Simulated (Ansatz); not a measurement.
Ga$_{2}$O$_{3}$:
```xyz
10
Lattice="1.3867 -4.6200 0.0000 1.3867 4.6200 0.0000 0.0000 0.0000 7.1967" Properties=species:S:1:pos:R:3 pbc="T T T"
Ga     1.3867     2.3378     1.7992
Ga     1.3867    -2.3378     5.3975
Ga     0.0000     0.0000     3.5983
Ga     0.0000     0.0000     0.0000
O      1.3867     1.2637     6.6492
O      1.3867    -1.2637     0.5475
O      1.3867    -1.2637     3.0508
O      1.3867     1.2637     4.1458
O      1.3867     3.6335     5.3975
O      1.3867    -3.6335     1.7992
```

Relaxed with r²SCAN.

Q: Give the optical modes at the zone centre with their infrared activity from DFPT, r²SCAN (plane waves, PAW; program Ansatz).

A: Transverse frequencies, without the LO–TO term; a row sums one degenerate level.

```
ω (cm⁻¹)  degeneracy  IR ((D/Å)²/amu)     activity  symmetry
--------  ----------  ---------------  -----------  --------
67i                1             0.00  IR-inactive        Au
28i                1            31.83           IR       B1u
56                 1             0.00  IR-inactive       B1g
125                1             4.53           IR       B3u
152                1             0.00  IR-inactive       B3g
185                1            19.43           IR       B1u
207                1             0.00  IR-inactive        Ag
232                1             0.00  IR-inactive       B2g
233                1             0.28           IR       B1u
239                1             5.85           IR       B2u
265                1             0.00  IR-inactive       B3g
313                1            31.93           IR       B2u
315                1             0.00  IR-inactive       B1g
319                1             0.00  IR-inactive        Au
358                1            57.50           IR       B3u
379                1            10.37           IR       B2u
389                1             8.91           IR       B1u
424                1             0.00  IR-inactive        Ag
458                1             0.00  IR-inactive       B1g
459                1             4.94           IR       B3u
528                1             0.00  IR-inactive        Ag
535                1             0.00  IR-inactive       B3g
549                1             9.37           IR       B2u
561                1             0.59           IR       B1u
628                1             0.00  IR-inactive       B3g
642                1             1.60           IR       B2u
667                1             0.00  IR-inactive        Ag
```

Q: How high does the top mode go among those that the LO–TO term moves?

A: 681 cm⁻¹ for q along x, 704 cm⁻¹ for q along y, 613 cm⁻¹ for q along z.

Space group Cmcm. The workflow started from a Materials Project entry (that database holds measured and hypothetical structures alike); the Crystallography Open Database copy checked does not list it. It is not the phase usual at ambient conditions (space group No. 12, 167). Symmetry was held in the r²SCAN relaxation. At this level the phase is dynamically unstable (imaginary phonons).

Potentials: the later of the program's two PAW sets.
